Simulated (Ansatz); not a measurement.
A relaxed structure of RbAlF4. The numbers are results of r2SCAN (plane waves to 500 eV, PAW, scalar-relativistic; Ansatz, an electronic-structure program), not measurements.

```
CELL_PARAMETERS angstrom
      5.11200     0.00000     0.00000
      0.00000     5.11200     0.00000
      0.00000     0.00000     6.28759
ATOMIC_POSITIONS crystal
  Rb 0.50000 0.00000 0.50000
  Rb 0.00000 0.50000 0.50000
  Al 0.50000 0.50000 0.00000
  Al 0.00000 0.00000 0.00000
  F  0.50000 0.50000 0.28036
  F  0.50000 0.50000 0.71964
  F  0.00000 0.00000 0.71964
  F  0.00000 0.00000 0.28036
  F  0.20531 0.70531 0.00000
  F  0.79469 0.29469 0.00000
  F  0.29469 0.20531 0.00000
  F  0.70531 0.79469 0.00000
```

Problem. Find the space group and the Wyckoff positions (tolerance 0.01 Å).

Solution. Space group P4/mbm (No. 127); a = b = 5.1120 Å, c = 6.2876 Å, α = β = γ = 90.00°

```
atom  site  symmetry       x       y       z
----  ----  --------  ------  ------  ------
Rb      2c      m.mm  0.0000  0.5000  0.5000
Al      2a     4/m..  0.0000  0.0000  0.0000
F       4e       4..  0.0000  0.0000  0.2804
F       4g      m.2m  0.2947  0.2053  0.0000
```

Problem. Give the shortest distances between elements (the closest pairs, up to four, under 3.6 Å).

Solution. Al–F 1.76 Å; F–F 2.55 Å; F–Rb 2.91 Å.

The volume per atom is 13.69 Å³. The band gap is 8.19 eV, indirect (valence top at Z, conduction bottom at Γ) (no spin-orbit coupling). The smallest direct gap is 8.31 eV at Γ.

No spin polarisation in the result.

The run could not lose the symmetry of its start.
